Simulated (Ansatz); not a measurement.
ZrGe:
Space group Pnma (No. 62); a = 7.0979 Å, b = 3.9209 Å, c = 5.4058 Å, α = β = γ = 90.00°

| atom | site | symmetry | x | y | z |
|---|---|---|---|---|---|
| Zr | 4c | .m. | 0.1777 | 0.2500 | 0.6319 |
| Ge | 4c | .m. | 0.0474 | 0.2500 | 0.1531 |

Relaxed with r²SCAN.

Question: Which orbitals make up the states near the Fermi level in plane-wave PAW r²SCAN (Ansatz code)?

Answer: Within 0.5 eV of the Fermi level: Zr 4d 77 %, Ge 4p 15 %. Projections are on Löwdin-orthogonalised atomic valence shells; empty p or d shells of many metals are not among them.

Question: Tabulate the density of states.

Answer: States/eV per cell of 8 atoms, in 0.25 eV bins, energy from the Fermi level.

```tsv
E (eV)	total	Zr 4d	Ge 4p	Ge 4s
-7.85	1.30	0.27	0.19	0.71
-7.60	0.65	0.12	0.11	0.36
-7.35	0.10	0.02	0.02	0.05
-7.10	0.00	0.00	0.00	0.00
-6.85	0.00	0.00	0.00	0.00
-6.60	0.00	0.00	0.00	0.00
-6.35	0.00	0.00	0.00	0.00
-6.10	0.00	0.00	0.00	0.00
-5.85	0.04	0.01	0.02	0.00
-5.60	0.89	0.20	0.47	0.04
-5.35	3.22	0.65	1.87	0.11
-5.10	3.21	0.68	1.88	0.13
-4.85	3.06	0.70	1.81	0.13
-4.60	3.21	0.75	1.94	0.12
-4.35	3.65	0.94	2.15	0.15
-4.10	4.26	1.21	2.50	0.15
-3.85	4.36	1.34	2.60	0.13
-3.60	5.06	1.68	3.01	0.10
-3.35	5.72	1.84	3.44	0.14
-3.10	8.24	2.64	5.00	0.19
-2.85	4.93	1.82	2.84	0.07
-2.60	5.57	2.72	2.57	0.08
-2.35	3.58	1.93	1.48	0.05
-2.10	3.68	2.27	1.19	0.05
-1.85	6.65	4.61	1.61	0.07
-1.60	6.37	4.58	1.42	0.07
-1.35	4.57	3.47	0.88	0.04
-1.10	4.40	3.39	0.82	0.04
-0.85	3.17	2.50	0.52	0.03
-0.60	3.09	2.45	0.46	0.04
-0.35	3.81	3.04	0.52	0.06
-0.10	1.32	1.06	0.18	0.02
0.15	1.78	1.39	0.26	0.04
0.40	3.66	2.67	0.60	0.18
0.65	3.90	2.99	0.51	0.18
0.90	4.67	3.65	0.62	0.16
1.15	5.33	4.20	0.70	0.16
1.40	6.05	4.81	0.75	0.19
1.65	5.54	4.40	0.67	0.19
1.90	6.66	5.21	0.78	0.29
2.15	7.47	5.87	0.82	0.35
2.40	9.11	7.24	0.93	0.45
2.65	9.68	7.85	0.86	0.48
2.90	8.32	6.67	0.70	0.54
3.15	6.35	4.10	0.82	0.75
3.40	5.63	3.34	1.06	0.61
3.65	7.48	4.62	1.50	0.65
3.90	7.29	4.68	1.47	0.54
```

The first step of the workflow began from a Materials Project structure, measured or hypothetical; the Crystallography Open Database copy checked does not list it. Whether it is the stable phase at ambient conditions was not checked. Symmetry was held in the r²SCAN relaxation; whether a distortion lowers the energy is not shown. The run is not spin-polarised. Scalar-relativistic: spin–orbit coupling is off unless named, which matters more the heavier the elements.

Potentials: the later of the program's two PAW sets.
